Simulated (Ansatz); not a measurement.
# Response of Cu to small distortions

```
CELL_PARAMETERS angstrom
0.00000 1.80750 1.80750
1.80750 0.00000 1.80750
1.80750 1.80750 0.00000
ATOMIC_POSITIONS crystal
Cu 0.00000 0.00000 0.00000
```

Conventional cell: a = 3.615 Å, b = 3.615 Å, c = 3.615 Å, α = 90.00°, β = 90.00°, γ = 90.00°. Around Cu (atom 1) lie 12 Cu at 2.56 Å.

The geometry is COD entry 5000216, unchecked; take it as a test cell.

Method: DFT, PBEsol, PAW with Ansatz's default frozen-core files, scalar-relativistic (Ansatz 0.2.0).

Numerical set-up: a Γ-centred 19×19×19 k mesh, Fermi–Dirac smearing of 0.08 eV, cutoff 420 eV, no spin polarisation; the PAW files were made with PBE, and the program remakes their frozen cores for this functional.

The unchanged cell is at -6.54 GPa.

In a metal, stresses and small energies carry noise from the k mesh.

x, y and z are the Cartesian axes of the cell as listed; fractional coordinates follow a strain, and an engineering shear is twice the off-diagonal strain component.

With this change (equal xy, yz and zx engineering shear strains of -2 %), what becomes of the energy and stress?

Energy change +3.0 meV/atom; stress change (xx, yy, zz, yz, xz, xy) 0.21, 0.21, 0.21, 1.39, 1.39, 1.39 GPa, compression positive.

With this change (equal xy, yz and zx engineering shear strains of +1 %), what becomes of the energy and stress?

Energy change +0.8 meV/atom; stress change (xx, yy, zz, yz, xz, xy) 0.05, 0.05, 0.05, -0.72, -0.72, -0.72 GPa, compression positive.

With equal xy, yz and zx engineering shear strains of +3 %: energy change +7.0 meV/atom; stress change (xx, yy, zz, yz, xz, xy) 0.47, 0.47, 0.47, -2.29, -2.29, -2.29 GPa, compression positive.

With this change (equal xy, yz and zx engineering shear strains of -3 %), what becomes of the energy and stress?

Energy change +6.7 meV/atom; stress change (xx, yy, zz, yz, xz, xy) 0.47, 0.47, 0.47, 2.08, 2.08, 2.08 GPa, compression positive.

With this change (equal xy, yz and zx engineering shear strains of -1 %), what becomes of the energy and stress?

Energy change +0.7 meV/atom; stress change (xx, yy, zz, yz, xz, xy) 0.05, 0.05, 0.05, 0.70, 0.70, 0.70 GPa, compression positive.

With this change (equal xy, yz and zx engineering shear strains of +2 %), what becomes of the energy and stress?

Energy change +3.1 meV/atom; stress change (xx, yy, zz, yz, xz, xy) 0.21, 0.21, 0.21, -1.49, -1.49, -1.49 GPa, compression positive.
